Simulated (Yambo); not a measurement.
Yambo run on GeTe (space group R3m, No. 160). The wavefunctions are norm-conserving PBE (stringent potentials; Quantum ESPRESSO, 124 Ry, without SOC) ones on a 4×4×4 mesh (23 occupied bands); a = 4.4222 Å, b = 4.4222 Å, c = 4.4222 Å, α = 56.93°, β = 56.93°, γ = 56.93°.

Yambo input:

```
rim_cut
gw0
dyson
el_el_corr
HF_and_locXC
ppa
em1d
RandQpts= 1000000
RandGvec= 1 Ry
EXXRLvcs= 124 Ry
VXCRLvcs= 496 Ry
Chimod= "HARTREE"
% BndsRnXp
 9 | 254 |
%
NGsBlkXp= 9 Ry
% LongDrXp
 1.0 | 1.0 | 1.0 |
%
PPAPntXp= 27.2114 eV
% GbndRnge
 1 | 254 |
%
GTermKind= "BG"
DysSolver= "n"
ExtendOut
% QPkrange
 3 | 3 | 23 | 24 |
%
```

k points by index: 3 = L.

Resulting energies as the program prints them:

```
#    K-point    Band    Eo [eV]    E [eV]    E-Eo [eV]    Vxc [eV]    Vnlxc [eV]    Sc|Eo [eV]    Sc|E [eV]    dSc/dw|Eo [eV]    Re(Z)    Im(Z)
#
    3    23    0.000000    -0.389429    -0.389429    -12.87090    -13.39109    0.023589    0.130757    -7.487377    0.784215    -0.001528
    3    24    0.800957    0.588786    -0.212171    -11.34812    -8.225193    -3.392377    -3.335097    -7.349520    0.787343    -0.001532
```
(The two width columns are left out.) Convergence of these settings isn't established.

Geometry relaxed with PBE+D3(BJ).
